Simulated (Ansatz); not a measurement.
Generalised stacking fault of KCl (rock salt) on the {110} plane. The cell below holds the perfect crystal with the plane normal along z; tilting its third vector by the shift puts one fault into each cell, between planes 2.22 Å apart, at fixed cell height.

```yaml
crystal:
  lattice:
    - [4.44934, 0.00000, 0.00000]
    - [0.00000, 6.29231, 0.00000]
    - [2.22467, 3.14616, 6.67400]
  atoms:
    - { symbol: Cl, position: [0.00000, 0.00000, 0.83333] }
    - { symbol: Cl, position: [0.33333, 0.33333, 0.16667] }
    - { symbol: Cl, position: [0.66667, 0.66667, 0.50000] }
    - { symbol: K, position: [0.00000, 0.50000, 0.83333] }
    - { symbol: K, position: [0.33333, 0.83333, 0.16667] }
    - { symbol: K, position: [0.66667, 0.16667, 0.50000] }
```

In-plane vectors a = (4.449, 0.000) Å, b = (0.000, 6.292) Å, area 28.00 Å². The shift is s times the vector a + b (length 7.706 Å), so s = 1 restores the start. Atoms relax along the normal only. γ = [E(shift) − E(0)] / area.

These are r2SCAN (plane waves to 500 eV, PAW, scalar-relativistic; Ansatz, a program for electronic structure) values and carry that method's errors. k mesh 7×7×7 (Γ-centred), Fermi-Dirac smearing 0.05 eV. E is the zero-smearing estimate. Stress and pressure are positive under compression. Some relaxations began with atoms very close together and may have settled on another branch. Faults lie only 6.7 Å apart, and holding the cell height raises γ above its relaxed value. Left out: 1 of 12 points, with atoms too close for the PAW data. KCl was relaxed with its symmetry unable to fall. The zero of γ is zero shift.

```
shift (Å)  γ (meV/Å²)  σ normal to the fault (GPa)
---------  ----------  ---------------------------
0.000             0.0                          0.0
0.642             ___                          0.4
1.284             ___                          1.1
1.927             ___                          2.5
2.569            61.5                          5.0
3.211            78.7                          7.5
4.495            78.7                          7.5
5.138            61.5                          5.0
5.780             ___                          2.5
6.422             ___                          1.1
7.064             ___                          0.4
```

**Question.** What belongs in the gaps?

**Answer.** 
- 0.642, γ (meV/Å²): 6.1
- 1.284, γ (meV/Å²): 20.0
- 1.927, γ (meV/Å²): 39.3
- 5.780, γ (meV/Å²): 39.3
- 6.422, γ (meV/Å²): 20.0
- 7.064, γ (meV/Å²): 6.1

(The slope of γ gives the shear force per area between the displaced halves; near zero shift its curvature is an elastic stiffness.)
